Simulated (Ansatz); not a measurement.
**SiMo2N: computed property card**

SiMo₂N:
```
CELL_PARAMETERS angstrom
      2.92072     0.00000     0.00000
     -1.46036     2.52942     0.00000
      0.00000     0.00000    13.34445
ATOMIC_POSITIONS crystal
  Si 0.33333 0.66667 0.75000
  Si 0.66667 0.33333 0.25000
  Mo 0.33333 0.66667 0.10117
  Mo 0.66667 0.33333 0.60117
  Mo 0.66667 0.33333 0.89883
  Mo 0.33333 0.66667 0.39883
  N  0.00000 0.00000 0.00000
  N  0.00000 0.00000 0.50000
```
The run is spin-polarised; directions of the spins, atom by atom: 0 0 ↑ ↑ ↑ ↑ 0 0.

Space group P6_3/mmc (No. 194); conventional cell a = 2.9207 Å, b = 2.9207 Å, c = 13.3444 Å, α = 90.00°, β = 90.00°, γ = 120.00°.

Method: DFT-r²SCAN in the program Ansatz with PAW potentials. Structure relaxed to zero pressure with the same functional. Other levels are named where they apply.

**Cell and energy**

```yaml
volume_per_atom: 12.32 Å³
density: 7.88 g/cm³
Formation energy from the elements (no fitted shifts): -0.13 eV/atom
```

**Electronic structure**

```yaml
electronic_character: metallic (no gap)
Density of states at the Fermi level: 0.81 states/eV per atom (mean over ±0.08 eV)
```

**Magnetism**

```yaml
magnetic_order: ferromagnetic
net_moment: 0.26 μB per atom
```

**Mechanics**

```yaml
Bulk modulus (Birch–Murnaghan fit): 244 GPa
Pressure derivative B′: 4.4
```

**Charges**

```yaml
bader_charges: Si -0.30, Mo +0.88, N -1.46 e
```

The start of the workflow was typed in or built on a structure type; neither database checked (COD, Materials Project) lists it. Its standing as an ambient phase is unchecked. The cell was relaxed with r²SCAN under the symmetry of its start; its stability against distortions is not shown here. Spin order of the final state: ferromagnetic, the only order run, not a proven ground state. Other orbital occupations within this spin state were not tried. No Hubbard U is applied. The references are the lowest solids computed at this level, not always the standard phases (solids in place of the gases). Scalar-relativistic: spin–orbit coupling is off unless named, which matters more the heavier the elements.

Potentials: the earlier of the program's two PAW sets.
